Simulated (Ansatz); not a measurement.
LuB2Os3:
```
CELL_PARAMETERS angstrom
      5.47284     0.00000     0.00000
     -2.73642     4.73962     0.00000
      0.00000     0.00000     2.99571
ATOMIC_POSITIONS crystal
  B  0.33333 0.66667 0.00000
  B  0.66667 0.33333 0.00000
  Os 0.50000 0.00000 0.50000
  Os 0.50000 0.50000 0.50000
  Os 0.00000 0.50000 0.50000
  Lu 0.00000 0.00000 0.00000
```

Relaxed with PBEsol. Special points in fractions of this cell's reciprocal vectors: Γ (0.000, 0.000, 0.000); M (0.500, 0.000, 0.000); K (0.333, 0.333, 0.000); A (0.000, 0.000, 0.500); L (0.500, 0.000, 0.500); H (0.333, 0.333, 0.500).

List the band energies nearest the Fermi level at these points for the program Ansatz at the PBEsol level (PAW).

In eV from the Fermi level; about four levels below and three above (degenerate sets whole), none deeper than 8.9 eV; points with the same levels are listed once.

| k | below | above |
|---|---|---|
| Γ | -1.42 -1.42 -0.87 -0.87 | 0.42 0.42 0.82 |
| M | -0.89 -0.70 -0.68 -0.41 | 0.62 0.65 2.60 |
| K | -0.32 -0.23 -0.23 -0.14 | 0.91 2.74 2.74 |
| A | -1.68 -1.68 -0.81 -0.36 -0.36 | 0.03 0.03 1.25 |
| L | -1.95 -1.65 -0.33 -0.23 | 0.76 1.40 1.80 |
| H | -0.83 -0.83 -0.77 -0.77 | 0.98 0.99 1.53 1.53 |

Space group P6/mmm. The workflow started from an entry of the Crystallography Open Database (COD). Its standing as an ambient phase is unchecked. Symmetry was held in the PBEsol relaxation; whether a distortion lowers the energy is not shown. No spin polarisation was allowed. Scalar-relativistic: spin–orbit coupling is off unless named, which matters more the heavier the elements.

Potentials: the later of the program's two PAW sets.
